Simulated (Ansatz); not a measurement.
Ga$_{2}$SbN$_{3}$: zone-centre modes

Theory: DFT PBE, scalar-relativistic, plane waves, PAW in Ansatz 0.2.0. Plane waves to 420 eV; Γ-centred k mesh 6×6×6; fixed occupations. No spin polarisation. Phonons by linear response, acoustic sum rule imposed.

Equilibrium structure at this level:
```
CELL_PARAMETERS angstrom
5.19175 -2.88790 0.00000
5.19175 2.88790 0.00000
0.00000 0.00000 5.55138
ATOMIC_POSITIONS crystal
Ga 0.49568 0.15161 0.00240
Ga 0.15161 0.49568 0.50240
Ga 0.50432 0.84839 0.50240
Ga 0.84839 0.50432 0.00240
Sb 0.20304 0.79696 0.05679
Sb 0.79696 0.20304 0.55679
N 0.17299 0.43504 0.15509
N 0.56496 0.82701 0.15509
N 0.82265 0.17735 0.95502
N 0.43504 0.17299 0.65509
N 0.82701 0.56496 0.65509
N 0.17735 0.82265 0.45502
```

The cell was found from a proposed guess, not taken from experiment. Spin–orbit coupling is left out, which matters for heavy elements.

Q: Is this structure stable against zone-centre distortions?

A: Yes, at Γ: no optical mode is imaginary. Strains and other wave vectors aren't tested by this run.

Q: List the optical modes at Γ without the LO field (i marks imaginary ones).

A:
| frequency (meV) | degeneracy | IR intensity of the level ((D/Å)²/amu) |
| --- | --- | --- |
| 12.5 | 1 | 0.01 |
| 13.8 | 1 | 0.00 |
| 16.8 | 1 | 0.05 |
| 17.3 | 1 | 0.75 |
| 18.3 | 1 | 0.08 |
| 19.1 | 1 | 2.32 |
| 20.7 | 1 | 0.00 |
| 22.8 | 1 | 0.41 |
| 24.5 | 1 | 0.82 |
| 25.0 | 1 | 0.00 |
| 25.2 | 1 | 6.37 |
| 29.5 | 1 | 0.07 |
| 31.2 | 1 | 0.00 |
| 33.6 | 1 | 0.47 |
| 36.9 | 1 | 0.03 |
| 38.3 | 1 | 0.00 |
| 39.3 | 1 | 78.23 |
| 41.7 | 1 | 54.05 |
| 44.0 | 1 | 0.32 |
| 49.3 | 1 | 23.75 |
| 51.9 | 1 | 29.90 |
| 53.7 | 1 | 0.02 |
| 55.7 | 1 | 0.32 |
| 60.6 | 1 | 20.58 |
| 64.2 | 1 | 0.00 |
| 68.9 | 1 | 42.08 |
| 71.8 | 1 | 4.77 |
| 74.5 | 1 | 34.62 |
| 76.6 | 1 | 8.66 |
| 78.8 | 1 | 0.00 |
| 81.1 | 1 | 0.00 |
| 83.2 | 1 | 1.98 |
| 84.8 | 1 | 1.31 |
